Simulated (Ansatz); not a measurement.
## Rb₂TiRhC₆N₆, before and after

A trial structure of Rb₂TiRhC₆N₆ was built thus: cyanide-bridged rock-salt net of two metals, 2 guest cations a cell (Fm-3m, No. 225). Lengths were set from tabulated atomic sizes, so they are only a guess.

start:

Space group Fm-3m (No. 225). a = 10.231 Å, b = 10.231 Å, c = 10.231 Å, α = 90.00°, β = 90.00°, γ = 90.00°
```tsv
atom	site	symmetry	x	y	z
Rb	8c	-43m	0.2500	0.7500	0.7500
Ti	4a	m-3m	0.0000	0.0000	0.0000
Rh	4b	m-3m	0.5000	0.0000	0.0000
C	24e	4m.m	0.1894	0.0000	0.0000
N	24e	4m.m	0.3038	0.0000	0.0000
```

Method: DFT PBE, scalar-relativistic, plane waves, PAW in Ansatz. Cutoff 420 eV, Gaussian smearing, Γ-centred meshes. Cell and atoms relax first on a coarse mesh and then on a converged one. In between, the cell is made exact in the group found at 0.06 Å. The steps can't lower the symmetry of their start. Collinear spin, starting moments Ti 1.0; Rh 1.0 μB.

end:

Space group Fm-3m (No. 225). a = 10.674 Å, b = 10.674 Å, c = 10.674 Å, α = 90.00°, β = 90.00°, γ = 90.00°
| atom | site | symmetry | x | y | z |
| --- | --- | --- | --- | --- | --- |
| Rb | 8c | -43m | 0.2500 | 0.7500 | 0.7500 |
| Ti | 4a | m-3m | 0.0000 | 0.0000 | 0.0000 |
| Rh | 4b | m-3m | 0.5000 | 0.0000 | 0.0000 |
| C | 24e | 4m.m | 0.2032 | 0.0000 | 0.0000 |
| N | 24e | 4m.m | 0.3140 | 0.0000 | 0.0000 |

The symmetry stays Fm-3m (No. 225). The volume per atom grows by 13.6 %, from 16.7 to 19.0 Å³. The shortest distance goes from 1.17 Å (C–N) to 1.18 Å (C–N). The energy falls by about 0.14 eV/atom (the start's value is from the coarse mesh).

For Rb₂TiRhC₆N₆, the volume per atom is 19.00 Å³. The density is 2.61 g/cm³, the formation energy is +0.041 eV/atom and the gap on the 6×6×6 mesh of the 16-atom cell is 0.41 eV. The net moment per atom is 0.19 μB and the moment by site is Ti 1.0 μB.

Energies over the elements count from the elements' standard structures at the same level (N₂ as a molecule), with no fitted energy shifts. The separate elements lie lower, so it is unstable against them.

The last run used collinear spin and Gaussian smearing of 0.02 eV. Kohn–Sham gaps at this level usually fall short of measured ones. The reference form of C is held partly by dispersion forces, which this level lacks. Another magnetic order may lie lower. Symmetry constrained the relaxation, so the result can be a saddle point. In all, the 3 runs took 3.6 min on 1 thread of Intel(R) Xeon(R) 6975P-C (Granite Rapids), with other jobs on the host. Site moments count only spheres around the atoms; the net moment includes the space between them.
